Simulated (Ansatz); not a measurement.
One stationary structure of SiNi. Space group Pnma (No. 62). All values below come from r2SCAN (plane waves to 500 eV, PAW, scalar-relativistic; Ansatz, a program for electronic structure).

```cif
data_Ni4Si4
_chemical_formula_sum 'Ni4 Si4'
_space_group_name_H-M_alt 'Pnma'
_space_group_IT_number 62
_space_group_name_Hall '-P 2ac 2n'
_cell_length_a 5.12299
_cell_length_b 3.34183
_cell_length_c 5.56816
_cell_angle_alpha 90.000
_cell_angle_beta 90.000
_cell_angle_gamma 90.000
loop_
_atom_site_label
_atom_site_type_symbol
_atom_site_symmetry_multiplicity
_atom_site_Wyckoff_symbol
_atom_site_fract_x
_atom_site_fract_y
_atom_site_fract_z
_atom_site_occupancy
Ni1 Ni 4 c 0.00763 0.25000 0.81127 1
Si1 Si 4 c 0.17882 0.25000 0.41674 1
```

Problem. Give the magnetic moment at the level r2SCAN.

Solution. Zero (the starting moments vanished).

No spin polarisation in the result: the starting moments vanished. A magnetic state may lie lower.

The run could not lose the symmetry of its start.

The first start was generated by placing the elements on the sites of a structure type. A measured structure of SiNi has the same space group, Pnma (No. 62); the sites were not compared with it.
